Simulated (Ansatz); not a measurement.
## Data sheet: CuSn (DFT)

CuSn:
```yaml
crystal:
  lattice:
    - [4.07368, 0.00000, 0.00000]
    - [-2.03684, 3.52791, 0.00000]
    - [0.00000, 0.00000, 4.92189]
  atoms:
    - { symbol: Cu, position: [0.00000, 0.00000, 0.00000] }
    - { symbol: Cu, position: [0.00000, 0.00000, 0.50000] }
    - { symbol: Sn, position: [0.33333, 0.66667, 0.25000] }
    - { symbol: Sn, position: [0.66667, 0.33333, 0.75000] }
```

Space group P6_3/mmc (No. 194), NiAs type; conventional cell a = b = 4.074 Å, c = 4.922 Å, α = β = 90.00°, γ = 120.00°.

Method: LDA in the plane-wave PAW code Ansatz. The cell and atoms are relaxed at this level. Other levels are named where they apply.

### Cell and energy

```yaml
volume_per_atom: 17.68 Å³
density: 8.56 g/cm³
Formation energy from the elements (no fitted shifts): -5.2 kJ/mol of atoms
```

### Electronic structure

```yaml
electronic_character: metallic (no gap)
Density of states at the Fermi level: 0.31 states/eV per atom (mean over ±0.08 eV)
```

### Mechanics

```yaml
Bulk modulus (Birch–Murnaghan fit): 1010 kbar
Pressure derivative B′: 5.3
```

### Phonons

```yaml
highest_zone_centre_frequency: 244 cm⁻¹
zone_centre_stability: no imaginary mode at Γ
```

The workflow started from a Materials Project entry (that database holds measured and hypothetical structures alike); the Crystallography Open Database files this formula in space group No. 194, but the cells were not matched. Whether it is the stable phase at ambient conditions was not checked. The cell was relaxed with LDA under the symmetry of its start. No spin polarisation was allowed. As this level gives no gap, phonon frequencies hold no LO–TO term and depend on the k-mesh and smearing (Fermi–Dirac, 0.1 eV here). Axis ratios of metals converge slowly with the k-mesh, so a and c are less sure than the volume. The references are the lowest solids computed at this level, not always the standard phases. Scalar-relativistic: spin–orbit coupling is off unless named, which matters more the heavier the elements.

Potentials: the later of the program's two PAW sets.
